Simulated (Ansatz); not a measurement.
Space group I4/mmm (No. 139). a = 3.195 Å, b = 3.195 Å, c = 4.174 Å, α = 90.00°, β = 90.00°, γ = 90.00°
```csv
atom,site,symmetry,x,y,z
Ti,2a,4/mmm,0.0000,0.0000,0.0000
H,4d,-4m2,0.0000,0.5000,0.2500
```

Equation of state of this TiH2 structure (not necessarily the ground state), with shape and atoms relaxed at each volume where symmetry leaves them free. It has no gap at any of these volumes. Computed with DFT r2SCAN, scalar-relativistic, plane waves, PAW in Ansatz 0.2.0.

Cutoff 500 eV; k points 18×18×18 on the computed 3-atom cell (Γ-centred); Gaussian smearing, width 0.10 eV; no spin polarisation.

```tsv
V (Å³/atom)	E − E(largest V) (meV/atom)	P (GPa)
6.248	29.17	24.01
6.461	2.34	16.63
6.674	-15.36	10.26
6.887	-25.18	4.76
7.100	-28.21	-0.01
7.313	-25.34	-4.12
7.526	-17.37	-7.68
7.810	0.00	-11.69
```

Q: Fit a third-order Birch–Murnaghan equation to E(V).

A: V0 = 7.10 Å³/atom, B0 = 147 GPa, B0' = 3.8.

Cost: 8 runs of about 5.4 core-minutes in all, on Arm Neoverse V2 (shared hosts).